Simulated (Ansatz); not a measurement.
Data:

LiTaO$_{3}$:
```yaml
crystal:
  lattice:
    - [2.56994, 1.48375, 4.59038]
    - [-2.56994, 1.48375, 4.59038]
    - [0.00000, -2.96751, 4.59038]
  atoms:
    - { symbol: Li, position: [0.70523, 0.70523, 0.70523] }
    - { symbol: Li, position: [0.20523, 0.20523, 0.20523] }
    - { symbol: Ta, position: [0.98836, 0.98836, 0.98836] }
    - { symbol: Ta, position: [0.48836, 0.48836, 0.48836] }
    - { symbol: O, position: [0.62304, 0.87046, 0.26262] }
    - { symbol: O, position: [0.87046, 0.26262, 0.62304] }
    - { symbol: O, position: [0.26262, 0.62304, 0.87046] }
    - { symbol: O, position: [0.76262, 0.37046, 0.12304] }
    - { symbol: O, position: [0.37046, 0.12304, 0.76262] }
    - { symbol: O, position: [0.12304, 0.76262, 0.37046] }
```

This is the PBEsol-relaxed structure.

Problem. All from PBEsol in the plane-wave PAW code Ansatz, unless another level is named. Give the formation energy from the elements (no fitted shifts).

Solution. -2.72 eV/atom.

Problem. Predict the band gap.

Solution. 3.79 eV (smallest direct gap 3.82 eV).

Problem. Give the gap with spin–orbit coupling.

Solution. 3.67 eV.

Problem. And the conduction-band minimum?

Solution. at Γ.

Space group R3c. Symmetry was held in the PBEsol relaxation. The run is not spin-polarised. The references are the lowest solids computed at this level, not always the standard phases (solids in place of the gases). Scalar-relativistic: spin–orbit coupling is off unless named, which matters more the heavier the elements.

Potentials: the later of the program's two PAW sets.
